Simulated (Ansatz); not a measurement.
The relaxed structure here is a generated cell of SnO: the first start was made by placing the elements on the sites of a structure type, and the end was not matched to a known phase here, so it may be hypothetical. Known forms of SnO include space group No. 129.

One stationary structure of SnO. Space group Pnma (No. 62). Method: PBEsol (plane waves to 420 eV, PAW, scalar-relativistic; Ansatz, a program for electronic structure).

```cif
data_O4Sn4
_chemical_formula_sum 'Sn4 O4'
_space_group_name_H-M_alt 'P 1'
_space_group_IT_number 1
_cell_length_a 5.34629
_cell_length_b 4.43243
_cell_length_c 5.62477
_cell_angle_alpha 90.000
_cell_angle_beta 90.000
_cell_angle_gamma 90.000
loop_
_space_group_symop_operation_xyz
  'x, y, z'
loop_
_atom_site_label
_atom_site_type_symbol
_atom_site_fract_x
_atom_site_fract_y
_atom_site_fract_z
_atom_site_occupancy
Sn1 Sn 0.25886 0.25000 0.50807 1
Sn2 Sn 0.24114 0.75000 0.00807 1
Sn3 Sn 0.74114 0.75000 0.49193 1
Sn4 Sn 0.75886 0.25000 0.99193 1
O1 O 0.88119 0.25000 0.61795 1
O2 O 0.61881 0.75000 0.11795 1
O3 O 0.11881 0.75000 0.38205 1
O4 O 0.38119 0.25000 0.88205 1
```

Problem. Estimate the band gap that PBEsol returns for this input.

Solution. 1.08 eV, indirect (valence top at 50 % of the way from Γ to Z, conduction bottom at 67 % of the way from U to R) (no spin-orbit coupling).

Problem. What smallest direct gap does PBEsol give?

Solution. 1.33 eV at 67 % of the way from U to R.

No spin polarisation in the result.

The run could not lose the symmetry of its start: the end is stationary, and may be a saddle point rather than a minimum.

It was reached from a disturbed copy of a P6₃/mmc (No. 194) cell, against which it lies -0.317 eV/atom.
